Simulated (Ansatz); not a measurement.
The start is a generated trial cell of Zn in the AFLOW prototype A_tP4_129_ac (A_d). Cell shape, volume and atoms are optimised at zero target pressure with PBE (plane waves to 420 eV, PAW, scalar-relativistic; Ansatz, an electronic-structure program). The first steps use a coarse 7×7×11 k-mesh.

Starting cell:
```
CELL_PARAMETERS angstrom
      4.43871     0.00000     0.00000
      0.00000     4.43871     0.00000
      0.00000     0.00000     3.07093
ATOMIC_POSITIONS crystal
  Zn 0.00000 0.00000 0.00000
  Zn 0.50000 0.50000 0.00000
  Zn 0.50000 0.00000 0.37500
  Zn 0.00000 0.50000 0.62500
```

Which atoms feel the largest initial force, and how large is it?

0.95 eV/Å, on Zn3, Zn4 (atoms numbered as listed).

By how much does the energy per atom fall from start to end?

0.15 eV/atom.

How does the volume change?

+2.8 %, from 15.13 to 15.55 Å³/atom.

Is the relaxed structure metallic? Give its gap.

No gap (metallic).

Give the final cell and atomic positions.


```cif
data_Zn2
_chemical_formula_sum 'Zn2'
_space_group_name_H-M_alt 'I4/mmm'
_space_group_IT_number 139
_space_group_name_Hall '-I 4 2'
_cell_length_a 3.46046
_cell_length_b 3.46046
_cell_length_c 2.59777
_cell_angle_alpha 90.000
_cell_angle_beta 90.000
_cell_angle_gamma 90.000
loop_
_atom_site_label
_atom_site_type_symbol
_atom_site_symmetry_multiplicity
_atom_site_Wyckoff_symbol
_atom_site_fract_x
_atom_site_fract_y
_atom_site_fract_z
_atom_site_occupancy
Zn1 Zn 2 a 0.00000 0.00000 0.00000 1
```
(The calculation used a cell of 1 atom; values per cell refer to that cell.)

Final values are on a 22×22×22 k-mesh of the relaxed cell. No spin polarisation in the result.

The run could not lose the symmetry of its start: the end is stationary, and may be a saddle point rather than a minimum.

The relaxed structure here is a generated cell of Zn: the first start was made by placing the elements on the sites of a structure type, and the end was not matched to a known phase here, so it may be hypothetical. Known forms of Zn include space group No. 194.
